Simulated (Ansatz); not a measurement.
ScIr$_{3}$ in space group I4/mmm (No. 139; Ir on 2b, Ir on 4d, Sc on 2a) under volume change, PBE in the plane-wave PAW code Ansatz, shape and atoms relaxed at each volume.

| V (Å³/atom) | E − E(relaxed) (meV/atom) | P (GPa) |
|---|---|---|
| 14.025 | 112.8 | 28.52 |
| 14.488 | 47.1 | 17.32 |
| 14.950 | 11.1 | 7.91 |
| 15.412 | 0.0 | 0.00 |
| 15.875 | 9.9 | -6.65 |
| 16.337 | 37.4 | -12.23 |
| 16.799 | 79.6 | -16.90 |

### Question
What does a third-order Birch–Murnaghan fit give for V₀, B₀ and B′?

### Answer
V₀ = 15.41 Å³/atom, B₀ = 241 GPa, B′ = 4.8.

The cell is a constructed one: a structure type filled with these elements; neither database checked (COD, Materials Project) lists it. Its standing as an ambient phase is unchecked. The cell was relaxed with PBE under the symmetry of its start; its stability against distortions is not shown here. The run is not spin-polarised. Spin–orbit coupling is left out wherever it is not named.

Potentials: the earlier of the program's two PAW sets.
